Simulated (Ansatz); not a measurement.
AgW:
Space group Fm-3m (No. 225); a = 5.3017 Å, b = 5.3017 Å, c = 5.3017 Å, α = 90.00°, β = 90.00°, γ = 90.00°

| atom | site | symmetry | x | y | z |
|---|---|---|---|---|---|
| Ag | 4a | m-3m | 0.0000 | 0.0000 | 0.0000 |
| W | 4b | m-3m | 0.5000 | 0.5000 | 0.5000 |
(The calculation used a cell of 2 atoms; values per cell refer to that cell.)

Relaxed with r²SCAN.

### Question
Tabulate the valence density and the electron localisation function along the shortest Ag–W contact (2.65 Å), the program Ansatz at the r²SCAN level (PAW).

### Answer


```
distance from Ag (Å)  density (e/Å³)   ELF
--------------------  --------------  ----
0.27                           17.31  0.73
0.40                           12.12  0.60
0.53                            7.43  0.49
0.66                            4.02  0.42
0.80                            1.98  0.35
0.93                            0.98  0.29
1.06                            0.60  0.27
1.19                            0.46  0.30
1.33                            0.42  0.34
1.46                            0.47  0.34
1.59                            0.64  0.37
1.72                            1.02  0.50
1.86                            1.87  0.66
1.99                            3.23  0.75
2.12                            4.71  0.74
2.25                            5.67  0.61
2.39                            5.73  0.33
```

The density is the valence pseudo-density with augmentation charge, so density and ELF within about 1 Å of a nucleus are not all-electron values.

The start of the workflow was typed in or built on a structure type; neither database checked (COD, Materials Project) lists it. Its standing as an ambient phase is unchecked. The r²SCAN relaxation kept the symmetry of its start. At this level the phase is mechanically unstable. The run is not spin-polarised. Its formation energy is positive at this level, so the cell may be metastable or incomplete. Scalar-relativistic: spin–orbit coupling is off unless named, which matters more the heavier the elements.

Potentials: the earlier of the program's two PAW sets.
